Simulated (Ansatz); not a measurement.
Sb$_{2}$Se$_{3}$:
```xyz
20
Lattice="12.4359 0.0000 0.0000 0.0000 3.9987 0.0000 0.0000 0.0000 11.7766" Properties=species:S:1:pos:R:3 pbc="T T T"
Sb     1.7323     2.9990     0.4331
Sb    10.7036     0.9997    11.3435
Sb     4.4857     0.9997     6.3214
Sb     7.9502     2.9990     5.4552
Sb     0.4655     0.9997     3.8752
Sb    11.9704     2.9990     7.9014
Sb     5.7525     2.9990     9.7635
Sb     6.6834     0.9997     2.0131
Se    11.8068     2.9990     1.4931
Se     0.6291     0.9997    10.2835
Se     6.8470     0.9997     7.3814
Se     5.5888     2.9990     4.3952
Se     2.5546     0.9997     2.2406
Se     9.8813     2.9990     9.5360
Se     3.6634     2.9990     8.1289
Se     8.7725     0.9997     3.6477
Se     7.8107     2.9990     0.6379
Se     4.6252     0.9997    11.1387
Se    10.8431     0.9997     6.5262
Se     1.5927     2.9990     5.2504
```

Relaxed with r²SCAN. Special points in fractions of this cell's reciprocal vectors: Γ (0.000, 0.000, 0.000); X (0.500, 0.000, 0.000); S (0.500, 0.500, 0.000); Y (0.000, 0.500, 0.000); Z (0.000, 0.000, 0.500); U (0.500, 0.000, 0.500); R (0.500, 0.500, 0.500); T (0.000, 0.500, 0.500).

Problem. List the band energies nearest the valence-band maximum at these points for plane-wave PAW r²SCAN (Ansatz code).

Solution. In eV from the valence-band maximum; about four levels below and three above (degenerate sets whole), none deeper than 8.9 eV; points with the same levels are listed once.

```tsv
k	below	above
Γ	-0.30 -0.14 -0.12 -0.09	1.40 1.54 1.54
X	-0.21 -0.21 -0.02 -0.02	1.34 1.34 1.68 1.68
S	-0.50 -0.50 -0.50 -0.50	2.17 2.17 2.17 2.17
Y	-0.63 -0.63 -0.38 -0.38	2.12 2.12 2.22 2.22
Z	-0.31 -0.31 -0.13 -0.13	1.18 1.18 1.99 1.99
U	-0.41 -0.41 -0.26 -0.26	1.19 1.19 2.00 2.00
R	-0.80 -0.80 -0.80 -0.80	2.02 2.02 2.02 2.02
T	-0.80 -0.80 -0.63 -0.63	1.80 1.80 2.10 2.10
```

Space group Pnma. The cell was relaxed with r²SCAN under the symmetry of its start. A crystal of weakly bound chains computed without a dispersion correction: the cell and the soft elastic constants depend strongly on that. Scalar-relativistic: spin–orbit coupling is off unless named, which matters more the heavier the elements.

Potentials: the later of the program's two PAW sets.
